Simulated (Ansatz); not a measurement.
Relaxed Sn (beta-Sn type, space group I4_1/amd):

```xyz
2
Lattice="-2.9735 2.9735 1.6062 2.9735 -2.9735 1.6062 2.9735 2.9735 -1.6062" Properties=species:S:1:pos:R:3 pbc="T T T"
Sn     0.0000     2.9735     0.8031
Sn     0.0000     0.0000     0.0000
```

A phonon eigenvector at Γ is frozen into this cell: atom i moves by Q times the vector below, so Q is the largest atomic displacement, in Å. The cell is held.

| atom | x | y | z |
|---|---|---|---|
| Sn1 | 0.000 | 0.000 | 1.000 |
| Sn2 | 0.000 | 0.000 | -1.000 |

Method: PBE (plane waves to 420 eV, PAW, scalar-relativistic; Ansatz, a first-principles code). k mesh 16×16×16 (Γ-centred), Fermi-Dirac smearing 0.05 eV. Energies are smeared free energies. With partly filled bands, energies and forces of such displacements shift with the k mesh and the smearing. Sn was relaxed with its symmetry unable to fall. ΔE is measured from the undisplaced structure. The last digit holds for this mesh only.

| Q (Å) | ΔE (meV/cell) |
|---|---|
| -0.180 | 21.01 |
| -0.150 | 15.48 |
| -0.120 | 10.43 |
| -0.090 | 6.14 |
| -0.060 | withheld |
| -0.030 | 0.72 |
| 0.000 | 0.00 |
| 0.030 | 0.72 |
| 0.060 | withheld |
| 0.090 | 6.14 |
| 0.120 | 10.43 |
| 0.150 | 15.48 |
| 0.180 | 21.01 |

Question: Fit an even polynomial form (powers 2, 4, 6) to the given rows and predict ΔE at Q = 0.060.

Answer: Least squares on the 11 given rows: ΔE = (802.6)·Q² + (-5892)·Q⁴ + (35060)·Q⁶, in meV/cell with Q in Å; root-mean-square residual 0.006 meV/cell. At 0.060 the fit gives 2.81 meV/cell; the calculation gives 2.82 meV/cell, so the interpolation is off by -0.01 (-0.4 %). The quadratic term alone would give 2.89 meV/cell.

(A displaced cell: forces are minus the slopes of the energy, force constants its curvatures, and phonons follow from these.)
